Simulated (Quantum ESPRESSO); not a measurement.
## SiGa3O5N (input and log of a self-consistent run)

Computed values, not a measurement. The program is pw.x of Quantum ESPRESSO 7.5 (plane-wave density functional theory). The cell is made up: 10 atoms on a corundum lattice, with randomly drawn elements, strain and displacements, not relaxed. PseudoDojo standard norm-conserving files (v0.5 for PBE, v0.4.1 for LDA and PBEsol) set the functional; there is no spin polarisation, spin-orbit coupling or dispersion term, and the masses in the input are unused placeholders.

Input:

```
&control calculation='scf', pseudo_dir='./dojo.nc.sr.pbe.v0_5.standard.upf', outdir='./o', disk_io='low', tprnfor=.true., tstress=.true. /
&system ibrav=0, nat=10, ntyp=4, nbnd=45, ecutwfc=105.61755193, nosym=.true., tot_charge=0,
 occupations='smearing', smearing='fd', degauss=0.0018374661
/
&electrons conv_thr=7.350e-09, electron_maxstep=60, /
ATOMIC_SPECIES
Ga 1.0 Ga.upf
N 1.0 N.upf
O 1.0 O.upf
Si 1.0 Si.upf
CELL_PARAMETERS angstrom
2.508 1.448 4.5038
-2.508 1.448 4.5038
0.0 -2.896 4.5038
ATOMIC_POSITIONS angstrom
Si 0.0661 -0.1372 4.86
Ga 0.0578 -0.2301 2.0084
Ga 0.0675 0.0479 8.6723
Ga -0.0634 -0.1033 11.6014
O -1.1016 1.4208 7.8927
O -0.66 -1.4019 7.8302
N 1.7942 0.0783 7.9313
O 1.0466 -1.6392 5.5942
O 0.6222 1.6453 5.6559
O -1.993 -0.114 5.5501
K_POINTS automatic
7 7 7 1 1 1
```

The log is shortened where brackets say so; the opening notice, blank lines, dates and the lines on written files are dropped, and the path of the files is cut. It prints rydbergs, bohrs and kilobars, and counts compression as positive stress. With no partly filled state, the Fermi energy that it prints is only some level between the filled and the empty states on the mesh, and need not lie in the true gap.

```
     Program PWSCF v.7.5
     Parallel version (MPI & OpenMP), running on       4 processor cores
     Number of MPI processes:                 4
     Threads/MPI process:                     1
     [start-up lines left out]
     bravais-lattice index     =            0
     lattice parameter (alat)  =      10.1186  a.u.
     unit-cell volume          =     662.2516 (a.u.)^3
     number of atoms/cell      =           10
     number of atomic types    =            4
     number of electrons       =        78.00
     number of Kohn-Sham states=           45
     kinetic-energy cutoff     =     105.6176  Ry
     charge density cutoff     =     422.4702  Ry
     scf convergence threshold =      7.3E-09
     mixing beta               =       0.7000
     number of iterations used =            8  plain     mixing
     Exchange-correlation= PBE
                           (   1   4   3   4   0   0   0)
     [axes and pseudopotential details left out]
   Cartesian axes
     site n.     atom                  positions (alat units)
         1        Si     tau(   1) = (   0.0123447  -0.0256232   0.9076428  )
         2        Ga     tau(   2) = (   0.0107946  -0.0429730   0.3750843  )
         3        Ga     tau(   3) = (   0.0126062   0.0089457   1.6196195  )
         4        Ga     tau(   4) = (  -0.0118404  -0.0192921   2.1666518  )
         5        O      tau(   5) = (  -0.2057324   0.2653455   1.4740232  )
         6        O      tau(   6) = (  -0.1232601  -0.2618157   1.4623508  )
         7        N      tau(   7) = (   0.3350808   0.0146231   1.4812320  )
         8        O      tau(   8) = (   0.1954607  -0.3061334   1.0447604  )
         9        O      tau(   9) = (   0.1162007   0.3072726   1.0562834  )
        10        O      tau(  10) = (  -0.3722083  -0.0212904   1.0365244  )
     number of k points=   172  Fermi-Dirac smearing, width (Ry)=  0.0018
     Number of k-points >= 100: set verbosity='high' to print them.
     Dense  grid:    96955 G-vectors     FFT dimensions: (  72,  72,  72)
     Estimated max dynamical RAM per process >     508.83 MB
     Estimated total dynamical RAM >       1.92 GB
     Initial potential from superposition of free atoms
     starting charge      77.9913, renormalised to      78.0000
     Starting wfcs are   55 randomized atomic wfcs
     total cpu time spent up to now is       17.9 secs
     per-process dynamical memory:   465.0 Mb
     Self-consistent Calculation
     iteration #  1     ecut=   105.62 Ry     beta= 0.70
     Davidson diagonalization with overlap
     ethr =  1.00E-02,  avg # of iterations =  2.5
     total cpu time spent up to now is       58.0 secs
     total energy              =    -652.43397166 Ry
     estimated scf accuracy    <       2.41755893 Ry
     iteration #  2     ecut=   105.62 Ry     beta= 0.70
     Davidson diagonalization with overlap
     ethr =  3.10E-03,  avg # of iterations =  2.8
     total cpu time spent up to now is      100.7 secs
     total energy              =    -653.06815106 Ry
     estimated scf accuracy    <       2.59255457 Ry
     iteration #  3     ecut=   105.62 Ry     beta= 0.70
     Davidson diagonalization with overlap
     ethr =  3.10E-03,  avg # of iterations =  2.0
     total cpu time spent up to now is      139.0 secs
     total energy              =    -653.52619483 Ry
     estimated scf accuracy    <       0.05613139 Ry
     iteration #  4     ecut=   105.62 Ry     beta= 0.70
     Davidson diagonalization with overlap
     ethr =  7.20E-05,  avg # of iterations =  4.6
     total cpu time spent up to now is      179.7 secs
     total energy              =    -653.54449945 Ry
     estimated scf accuracy    <       0.00933621 Ry
     iteration #  5     ecut=   105.62 Ry     beta= 0.70
     Davidson diagonalization with overlap
     ethr =  1.20E-05,  avg # of iterations =  5.6
     total cpu time spent up to now is      220.7 secs
     total energy              =    -653.54585330 Ry
     estimated scf accuracy    <       0.00468534 Ry
     [iterations 6 to 8 left out]
     iteration #  9     ecut=   105.62 Ry     beta= 0.70
     Davidson diagonalization with overlap
     ethr =  1.49E-08,  avg # of iterations =  3.7
     total cpu time spent up to now is      513.7 secs
     total energy              =    -653.54659113 Ry
     estimated scf accuracy    <       0.00000444 Ry
     iteration # 10     ecut=   105.62 Ry     beta= 0.70
     Davidson diagonalization with overlap
     ethr =  5.69E-09,  avg # of iterations =  2.0
     total cpu time spent up to now is      595.7 secs
     total energy              =    -653.54659157 Ry
     estimated scf accuracy    <       0.00000057 Ry
     iteration # 11     ecut=   105.62 Ry     beta= 0.70
     Davidson diagonalization with overlap
     ethr =  7.34E-10,  avg # of iterations =  2.4
     total cpu time spent up to now is      682.2 secs
     total energy              =    -653.54659166 Ry
     estimated scf accuracy    <       0.00000004 Ry
     iteration # 12     ecut=   105.62 Ry     beta= 0.70
     Davidson diagonalization with overlap
     ethr =  5.59E-11,  avg # of iterations =  2.6
     total cpu time spent up to now is      760.1 secs
     total energy              =    -653.54659168 Ry
     estimated scf accuracy    <       0.00000002 Ry
     iteration # 13     ecut=   105.62 Ry     beta= 0.70
     Davidson diagonalization with overlap
     ethr =  2.59E-11,  avg # of iterations =  2.0
     total cpu time spent up to now is      830.4 secs
     End of self-consistent calculation
     Number of k-points >= 100: set verbosity='high' to print the bands.
     the Fermi energy is    10.8925 ev
!    total energy              =    -653.54659168 Ry
     estimated scf accuracy    <          2.1E-09 Ry
     smearing contrib. (-TS)   =      -0.00000000 Ry
     internal energy E=F+TS    =    -653.54659168 Ry
     The total energy is F=E-TS. E is the sum of the following terms:
     one-electron contribution =    -209.11624200 Ry
     hartree contribution      =     176.24136592 Ry
     xc contribution           =    -177.43542096 Ry
     ewald contribution        =    -443.23629464 Ry
     convergence has been achieved in  13 iterations
     Forces acting on atoms (cartesian axes, Ry/au):
     atom    1 type  4   force =    -0.01327010   -0.01973939   -0.09710024
     atom    2 type  1   force =    -0.10434764    0.15498357    0.07612128
     atom    3 type  1   force =     0.00079692   -0.03069384   -0.02508537
     atom    4 type  1   force =     0.04587495    0.04863404    0.04589021
     atom    5 type  3   force =     0.01464241   -0.00328757    0.07960607
     atom    6 type  3   force =    -0.05954535   -0.10988514   -0.02476977
     atom    7 type  2   force =     0.01512948    0.08010691    0.05674577
     atom    8 type  3   force =    -0.10957264    0.12859745   -0.00933482
     atom    9 type  3   force =     0.04014256   -0.16005396   -0.01387476
     atom   10 type  3   force =     0.17014941   -0.08866205   -0.08819837
     Total force =     0.438349     Total SCF correction =     0.000137
     Computing stress (Cartesian axis) and pressure
          total   stress  (Ry/bohr**3)                   (kbar)     P=       50.89
   0.00056724  -0.00006463  -0.00016820           83.44       -9.51      -24.74
  -0.00006463   0.00011304   0.00018327           -9.51       16.63       26.96
  -0.00016820   0.00018327   0.00035762          -24.74       26.96       52.61
     init_run     :     16.29s CPU     17.21s WALL (       1 calls)
     electrons    :    808.20s CPU    812.60s WALL (       1 calls)
     forces       :      7.72s CPU      7.82s WALL (       1 calls)
     stress       :     26.12s CPU     26.21s WALL (       1 calls)
     [timing details left out]
     PWSCF        :  14m19.52s CPU  14m25.40s WALL
     JOB DONE.
```

In other units: free energy -8891.954 eV for the cell, pressure 5.09 GPa, largest force component 4.375 eV/Å. This run is the check on a run of the same cell at a cutoff of 1143 eV and k mesh 5 x 5 x 5: rerunning at a cutoff of 1437 eV and k mesh 7 x 7 x 7 moved values by no more than 0.004 eV in energy, 0.03 GPa in stress and 0.002 eV/Å in force.